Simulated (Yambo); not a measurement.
Yambo run on Na₂CO₃ (space group C2/m, No. 12). The wavefunctions are LDA (pw.x of Quantum ESPRESSO, ONCV potentials, no spin-orbit coupling) ones on a 2×2×2 mesh (40 occupied bands); a = 5.1207 Å, b = 5.1207 Å, c = 5.9217 Å, α = 101.29°, β = 101.29°, γ = 61.87°.

Yambo input:

```
rim_cut
gw0
dyson
el_el_corr
HF_and_locXC
cohsex
em1s
RandQpts= 1000000
RandGvec= 1 Ry
EXXRLvcs= 88 Ry
VXCRLvcs= 352 Ry
Chimod= "HARTREE"
% BndsRnXs
 5 | 208 |
%
NGsBlkXs= 7 Ry
% LongDrXs
 1.0 | 1.0 | 1.0 |
%
ExtendOut
% QPkrange
 1 | 1 | 40 | 41 |
 2 | 2 | 40 | 40 |
%
```

k points by index: 1 = Γ, 2 = (0, 0, -0.5).

The o-*.qp file then holds:

```
#    K-point    Band    Eo [eV]    E [eV]    E-Eo [eV]    Vxc [eV]    Vnlxc [eV]    Sc|Eo [eV]    Re(Z)    Im(Z)
#
    1    40    -0.047551    -3.587632    -3.540081    -20.16229    -26.35217    2.649803    1.000000    0.000000
    1    41    3.962819    4.929960    0.967141    -10.67147    -5.810839    -3.893494    1.000000    0.000000
    2    40    0.000000    -3.527674    -3.527674    -20.21038    -26.38701    2.648960    1.000000    0.000000
```
(The two width columns are left out.) Convergence of these settings isn't established.

Geometry of the Materials Project entry, not relaxed at this level.
